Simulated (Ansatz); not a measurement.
K2Au3:
```
K2Au3
1.0
   -2.41765     2.72553     5.00296
    2.41765    -2.72553     5.00296
    2.41765     2.72553    -5.00296
Au K
3 2
Direct
  0.00000   0.00000   0.00000
  0.25349   0.50000   0.75349
  0.74651   0.50000   0.24651
  0.69555   0.19555   0.50000
  0.30445   0.80445   0.50000
```

Relaxed with PBEsol. Special points in fractions of this cell's reciprocal vectors: Γ (0.000, 0.000, 0.000); X (0.500, 0.500, -0.500); F2 (0.308, 0.692, -0.308); Σ0 (-0.308, 0.308, 0.308); Y0 (0.324, -0.324, 0.324); U0 (0.676, 0.324, -0.324); R (0.000, 0.500, 0.000); W (0.250, 0.250, 0.250); S (0.500, 0.000, 0.000); T (0.000, 0.000, 0.500).

Question: List the band energies nearest the Fermi level at these points for DFT-PBEsol in the program Ansatz with PAW potentials.

Answer: In eV from the Fermi level; about four levels below and three above (degenerate sets whole), none deeper than 8.9 eV; points with the same levels are listed once.

```
k                     below           above
--  -----------------------  --------------
Γ   -3.14 -2.69 -2.53 -2.04  0.58 1.22 1.23
X   -2.51 -2.04 -1.37 -0.09  1.65 1.86 3.97
F2  -2.69 -2.54 -2.12 -1.52  0.29 1.11 2.04
Y0  -2.95 -2.60 -2.37 -0.13  2.55 2.93 3.30
R   -2.65 -2.55 -2.33 -1.37  1.32 1.72 1.89
W   -2.91 -2.91 -1.03 -1.01  0.40 2.48 2.60
S   -3.27 -3.12 -2.81 -2.58  1.28 1.65 2.65
T   -2.91 -2.90 -1.03 -1.00  0.61 1.99 2.62
```

Space group Immm. The workflow started from an entry of the Crystallography Open Database (COD). Its standing as an ambient phase is unchecked. The cell was relaxed with PBEsol under the symmetry of its start; whether a distortion lowers the energy is not shown. Spin–orbit coupling is left out wherever it is not named.

Potentials: the later of the program's two PAW sets.
